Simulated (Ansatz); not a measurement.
AlGa3N4:
```
AlGa3N4
1.0
    4.46535     0.00000     0.00000
    0.00000     4.46535     0.00000
    0.00000     0.00000     4.46535
Al Ga N
1 3 4
Direct
  0.00000   0.00000   0.00000
  0.50000   0.50000   0.00000
  0.00000   0.50000   0.50000
  0.50000   0.00000   0.50000
  0.75535   0.75535   0.24465
  0.75535   0.24465   0.75535
  0.24465   0.24465   0.24465
  0.24465   0.75535   0.75535
```

Relaxed with r²SCAN.

**Question.** Give the optical modes at the zone centre with their infrared and Raman activity from DFPT, r²SCAN (plane waves, PAW; program Ansatz).

**Answer.** Transverse frequencies, without the LO–TO term; a row sums one degenerate level.

```csv
ω (cm⁻¹),degeneracy,IR ((D/Å)²/amu),Raman (Å⁴/amu),activity,symmetry
197,3,0.00,0,silent,T1
242,3,0.49,1.2,IR+Raman,T2
420,3,7.16,0.73,IR+Raman,T2
572,3,132.12,76,IR+Raman,T2
607,3,0.00,0,silent,T1
662,3,34.51,0.69,IR+Raman,T2
692,2,0.00,0,silent,E
712,1,0.00,18,Raman,A1
```

**Question.** How high does the top mode go among those that the LO–TO term moves?

**Answer.** 792 cm⁻¹ for q along x.

Space group P-43m. The first step of the workflow began from a Materials Project structure, measured or hypothetical; the Crystallography Open Database copy checked does not list it. With Al and Ga taken as one species the cell has the higher symmetry F-43m, so it may be an ordered model of a mixed-site phase. Its standing as an ambient phase is unchecked. The r²SCAN relaxation kept the symmetry of its start; its stability against distortions is not shown here.

Potentials: the later of the program's two PAW sets.
